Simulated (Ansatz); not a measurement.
LaPt₅ in space group P6/mmm (No. 191; La on 1a, Pt on 2c, Pt on 3g), r²SCAN in the plane-wave PAW code Ansatz, all energies at zero smearing, with the estimated change up to a 700 eV cutoff added, with one set of potentials and settings (totals compare only within such a set). Cell of 6 atoms (1 La, 5 Pt): -68953.608 eV.

```
element                reference phase  E (eV/atom)
-------  -----------------------------  -----------
La       P6_3/mmc, 4 atoms in the cell   -6264.6784
Pt          Fm-3m, 1 atoms in the cell  -12536.7848
```

Formation energy per atom, worked out: (-68953.608 − 1×(-6264.6784) − 5×(-12536.7848))/6 = -0.834 eV/atom (-80 kJ per mol of atoms), at 0 K, without zero-point energy or fitted corrections.

The workflow started from a Materials Project entry (that database holds measured and hypothetical structures alike); the Crystallography Open Database files this formula in space group No. 191, but the cells were not matched. Its standing as an ambient phase is unchecked. The cell was relaxed with r²SCAN under the symmetry of its start; whether a distortion lowers the energy is not shown. No spin polarisation was allowed. The references are the lowest solids computed at this level, not always the standard phases. Scalar-relativistic: spin–orbit coupling is off unless named, which matters more the heavier the elements.

Potentials: the later of the program's two PAW sets.
